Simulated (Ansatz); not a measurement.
Values for one crystal, relaxed and computed with the program Ansatz at the PBEsol level (PAW); other levels are named.

```yaml
volume_per_atom: 13.79 Å³
electronic_character: metallic (no gap)
highest_zone_centre_frequency: 440 cm^-1
mechanical_stability: stable (all eigenvalues of C positive)
Poisson's ratio: 0.19
hill_bulk_and_shear_moduli: 153 and 122 GPa
Elastic constants (relaxed ions, GPa): C11 = 339, C22 = 339, C33 = 427, C12 = 31.6, C13 = 86.1, C23 = 26.4, C44 = 76.6, C55 = 112, C66 = 124
```

Problem. Which of these materials gives this?
(A) CoSi2, fluorite or antifluorite type
(B) TiSi2, Fddd (Ti on 8b, Si on 16f)
(C) AlSiCN, P3m1 (Pearson symbol hP16)
(D) Ti3AlC2, P6_3/mmc (Ti on 4f, Ti on 2a, Al on 2b, C on 4f)

Solution. B, TiSi2, Fddd (Ti on 8b, Si on 16f)

The cell was relaxed with PBEsol under the symmetry of its start. No spin polarisation was allowed. As this level gives no gap, shear constants depend on the k-mesh and smearing (Fermi–Dirac, 0.1 eV here). As this level gives no gap, phonon frequencies hold no LO–TO term and depend on the k-mesh and smearing (Fermi–Dirac, 0.1 eV here).

Potentials: the earlier of the program's two PAW sets. The files were generated under PBE; for other functionals the program regenerates the frozen cores, and for LDA and PBEsol the local potential too.
